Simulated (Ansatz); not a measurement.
KTaO₃ (cubic perovskite)

```xyz
5
Lattice="3.9853 0.0000 0.0000 0.0000 3.9853 0.0000 0.0000 0.0000 3.9853" Properties=species:S:1:pos:R:3 pbc="T T T"
K      0.0000     0.0000     0.0000
Ta     1.9927     1.9927     1.9927
O      0.0000     1.9927     1.9927
O      1.9927     1.9927     0.0000
O      1.9927     0.0000     1.9927
```

The relaxed cell is deformed in two ways at once: its volume V is scaled, and at that volume it is stretched along z (the c axis of the conventional cell) so that c/a changes. Fractional atomic positions are held.

All values below come from PBEsol (plane waves to 420 eV, PAW, scalar-relativistic; Ansatz, a quantum-chemistry and plane-wave program). k mesh 8×8×8 (Γ-centred), Fermi-Dirac smearing 0.05 eV. Stress and pressure are positive under compression. KTaO3 is run without spin polarisation. KTaO3 was relaxed with its symmetry unable to fall. Spin-orbit coupling is left out, though Ta is heavy. 

```
σzz − σxx (GPa)       V/V₀ = 0.920  V/V₀ = 0.960  V/V₀ = 1.000  V/V₀ = 1.040  V/V₀ = 1.080
--------------------  ------------  ------------  ------------  ------------  ------------
(c/a)/(c/a)₀ = 0.880    (withheld)          69.0          59.4          51.2          44.2
(c/a)/(c/a)₀ = 0.940    (withheld)          29.9          25.6          21.9          18.7
(c/a)/(c/a)₀ = 1.000           0.0           0.0           0.0           0.0           0.0
(c/a)/(c/a)₀ = 1.060         -28.5         -24.1         -20.4         -17.2         -14.5
(c/a)/(c/a)₀ = 1.120         -53.0         -44.7         -37.6         -31.7         -26.6
```

Q: Some entries are withheld; supply them.

A: 
- (c/a)/(c/a)₀ = 0.880, V/V₀ = 0.920: 80.3
- (c/a)/(c/a)₀ = 0.940, V/V₀ = 0.920: 35.0

(A scan under strain: stresses follow from slopes of the energy per volume, elastic moduli from its curvatures.)
